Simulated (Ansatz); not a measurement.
# From the elastic tensor of Hf3ZrS8 to moduli and sound speeds

These are results of Ansatz, DFT PBE, scalar-relativistic, plane waves, PAW, not measurements. Plane waves to 420 eV; Γ-centred k mesh 4×4×4; fixed occupations. No spin polarisation.

Space group C2/m (No. 12), monoclinic, a = 13.685 Å, b = 7.322 Å, c = 6.338 Å, β = 90.0°. Zr is surrounded by 6 S at 2.57 Å and 6 Hf at 3.66 Å; Hf on a site of symmetry 2 is surrounded by 6 S at 2.56 Å, 4 Hf at 3.66–3.67 Å and 2 Zr at 3.66 Å; Hf on a site of symmetry 2/m is surrounded by 6 S at 2.56 Å, 4 Hf at 3.66 Å and 2 Zr at 3.66 Å; S on a site of symmetry m is surrounded by 3 Hf at 2.56 Å; S on a second site of symmetry m has 2 Hf at 2.56 Å and 1 Zr at 2.57 Å; S on a site of symmetry 1 is surrounded by 2 Hf at 2.56 Å and 1 Zr at 2.57 Å.

It was reached by relaxing an invented guess, and it needn't be the stable form of this composition. Spin–orbit coupling is left out, which matters for heavy elements. No dispersion correction is applied, so modes and constants that involve weak contacts between layers, chains or molecules come out too soft.

Relaxed-ion constants (GPa, on the Cartesian axes of the calculation):
C11 = 2.0, C12 = 0.3, C13 = 0.3, C22 = 115.0, C23 = 21.1, C25 = 0.1, C33 = 114.3, C35 = -0.1, C44 = 46.6, C46 = 0.1, C55 = 0.4, C66 = 0.4 GPa; the others vanish.

Density 4.619 g/cm³; 12 atoms in 317.54 Å³.

With S = C⁻¹: B_V = (C11+C22+C33+2(C12+C13+C23))/9, G_V = (C11+C22+C33−C12−C13−C23+3(C44+C55+C66))/15, 1/B_R = S11+S22+S33+2(S12+S13+S23), 15/G_R = 4(S11+S22+S33−S12−S13−S23)+3(S44+S55+S66); Hill is their mean. Then v_l = √((B+4G/3)/ρ), v_t = √(G/ρ), v_m = [(2/v_t³+1/v_l³)/3]^(−1/3) and Θ = (ħ/k_B)·v_m·(6π²n/V)^(1/3) for n atoms in the volume V; E = 9BG/(3B+G), ν = (3B−2G)/(2(3B+G)) and A^U = 5G_V/G_R + B_V/B_R − 6.

```json
{
 "Bulk modulus, Voigt / Reuss / Hill": "30.5 / 1.9 / 16.2 GPa",
 "Shear modulus, Voigt / Reuss / Hill": "23.4 / 0.8 / 12.1 GPa",
 "Young's modulus": "29 GPa",
 "Poisson ratio": "0.201",
 "Pugh ratio B/G": "1.34 (under 1.75, the rule of thumb for brittle)",
 "Universal anisotropy index": "156.33",
 "Longitudinal and transverse sound speeds": "2648 and 1620 m/s",
 "Debye temperature from the mean sound speed": "179 K"
}
```
